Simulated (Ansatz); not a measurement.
BaSi$_{2}$ in space group Fddd (No. 70; Si on 16f, Ba on 8a), plane-wave PAW PBE (Ansatz code), all energies at zero smearing, with the estimated change up to a 700 eV cutoff added, with one set of potentials and settings (totals compare only within such a set). Cell of 6 atoms (4 Si, 2 Ba): -14441.886 eV.

```csv
element,reference phase,E (eV/atom)
Si,"Fd-3m, 2 atoms in the cell",-635.8096
Ba,"Im-3m, 1 atoms in the cell",-5949.5401
```

Formation energy per atom, worked out: (-14441.886 − 4×(-635.8096) − 2×(-5949.5401))/6 = 0.072 eV/atom (7 kJ per mol of atoms), at 0 K, without zero-point energy or fitted corrections.

The cell is a constructed one: a structure type filled with these elements; neither database checked (COD, Materials Project) lists it. COD files the formula under space group No. 62, 191, so this cell is another polymorph or a model. Whether it is the stable phase at ambient conditions was not checked. Symmetry was held in the PBE relaxation; its stability against distortions is not shown here. The references are the lowest solids computed at this level, not always the standard phases. Scalar-relativistic: spin–orbit coupling is off unless named, which matters more the heavier the elements.

Potentials: the later of the program's two PAW sets.
